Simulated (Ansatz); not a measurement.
This cell of Y (hcp, Mg type) is off equilibrium:

```
CELL_PARAMETERS angstrom
      3.56648     0.00000     0.00000
     -1.78324     3.08866     0.00000
      0.00000     0.00000     6.20506
ATOMIC_POSITIONS crystal
  Y  0.33333 0.66667 0.75000
  Y  0.66667 0.33333 0.25000
```

Computed with PBE (plane waves to 420 eV, PAW, scalar-relativistic; Ansatz, a first-principles code). k mesh 15×15×8 (Γ-centred), Fermi-Dirac smearing 0.05 eV. Energies are smeared free energies. Compression counts positive. With partly filled bands, the response to shear is sensitive to the k mesh, so small differences along c/a are uncertain. The PAW data are Ansatz's earlier set. Y is run without spin polarisation. Y was relaxed with its symmetry unable to fall.

Task: What is the stress tensor (GPa)?

Result: 
```
    0.4      0.0      0.0
    0.0      0.4      0.0
    0.0      0.0     -4.8
```
The pressure, a third of the trace, is -1.4 GPa.

Task: It is the relaxed cell deformed to V/V₀ = 1.040, (c/a)/(c/a)₀ = 1.120, c along z, fractional positions held. What is its energy relative to the relaxed cell?

Result: 51 meV/atom.

(A scan under strain: stresses follow from slopes of the energy per volume, elastic moduli from its curvatures.)
